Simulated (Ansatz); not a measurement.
Al₂Ru in space group Fddd (No. 70; Al on 16f, Ru on 8b), plane-wave PAW PBEsol (Ansatz code), all energies at zero smearing, with the estimated change up to a 700 eV cutoff added, with one set of potentials and settings (totals compare only within such a set). Cell of 6 atoms (4 Al, 2 Ru): -13735.326 eV.

```json
[
 {"element": "Al", "reference phase": "Fm-3m, 1 atoms in the cell", "E (eV/atom)": "-524.5507"},
 {"element": "Ru", "reference phase": "P6_3/mmc, 2 atoms in the cell", "E (eV/atom)": "-5816.5026"}
]
```

Formation energy per atom, worked out: (-13735.326 − 4×(-524.5507) − 2×(-5816.5026))/6 = -0.686 eV/atom (-66 kJ per mol of atoms), at 0 K, without zero-point energy or fitted corrections.

The workflow started from a Materials Project entry (that database holds measured and hypothetical structures alike); the Crystallography Open Database copy checked does not list it. With Al and Ru taken as one species the cell has the higher symmetry Fddd, so it may be an ordered model of a mixed-site phase. Its standing as an ambient phase is unchecked. The PBEsol relaxation kept the symmetry of its start; phonons on a q-mesh show no instability. No spin polarisation was allowed. The references are the lowest solids computed at this level, not always the standard phases.

Potentials: the later of the program's two PAW sets.
